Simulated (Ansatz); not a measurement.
## Calculated ¹⁹³Ir nuclear quadrupole resonance for Ba6LiNb2IrCl2O12

Cell: a Materials Project structure (computed, not necessarily an observed phase).

```cif
data_Ba6LiNb2IrCl2O12
_symmetry_space_group_name_H-M 'Cm'
_symmetry_Int_Tables_number 8
_cell_length_a 10.8807
_cell_length_b 5.8459
_cell_length_c 15.2538
_cell_angle_alpha 90.000
_cell_angle_beta 92.972
_cell_angle_gamma 90.000
loop_
_atom_site_label
_atom_site_type_symbol
_atom_site_symmetry_multiplicity
_atom_site_Wyckoff_symbol
_atom_site_fract_x
_atom_site_fract_y
_atom_site_fract_z
Ba1 Ba 2 a 0.6729 0.0000 0.3688
Ba2 Ba 2 a 0.6700 0.0000 0.7874
Ba3 Ba 2 a 0.3187 0.0000 0.6375
Ba4 Ba 2 a 0.3590 0.0000 0.9194
Ba5 Ba 2 a 0.7013 0.0000 0.0393
Ba6 Ba 2 a 0.2943 0.0000 0.2162
Li Li 2 a 0.5342 0.0000 0.1707
Nb8 Nb 2 a 0.0020 0.0000 0.8146
Nb9 Nb 2 a 0.9865 0.0000 0.1846
Ir Ir 2 a 0.0023 0.0000 0.0026
Cl11 Cl 2 a 0.3260 0.0000 0.4247
Cl12 Cl 2 a 0.6690 0.0000 0.5794
O13 O 4 b 0.5748 0.2658 0.9161
O14 O 4 b 0.4178 0.2512 0.7574
O15 O 4 b 0.5751 0.2541 0.2482
O17 O 2 a 0.1552 0.0000 0.7576
O18 O 4 b 0.4308 0.7463 0.0898
O19 O 2 a 0.8330 0.0000 0.2399
O21 O 2 a 0.1506 0.0000 0.0892
O24 O 2 a 0.8494 0.0000 0.9104
```

One atom of each set is listed; the run and its k-mesh use a cell of 24 atoms with edges of 6.18, 6.18, 15.25 Å.

Computed with Ansatz: DFT, PBE, plane waves and PAW, scalar-relativistic, 420 eV cutoff, Γ-centred 5×5×2 k-points, Fermi–Dirac smearing 0.02 eV.

¹⁹³Ir: I = 3/2, Q = 751.0 mb (year-2017 value). Static lattice, zero field.

Question: At which frequencies do the ¹⁹³Ir NQR lines lie?

Answer: For I = 3/2 there is one line, ν = (|C_Q|/2)(1 + η²/3)^½.

```csv
site,atoms,V_zz (10²¹ V/m²),C_Q (MHz),η,line frequencies (MHz)
Ir,1,12.72,231,0.88,129.7
```

Question: And for 191Ir (I = 3/2, Q = 816.0 mb) on Ir?

Answer: C_Q scales with Q to 251 MHz, with lines at 140.9 MHz.

The largest force is 0.6 eV/Å, so the atoms aren't at the calculated equilibrium and relaxing them would move these values. A computed database structure should lie near equilibrium, so this entry is doubtful. Spin–orbit coupling is left out, which shifts gradients on Ir by a few per cent, and by more where contributions nearly cancel.
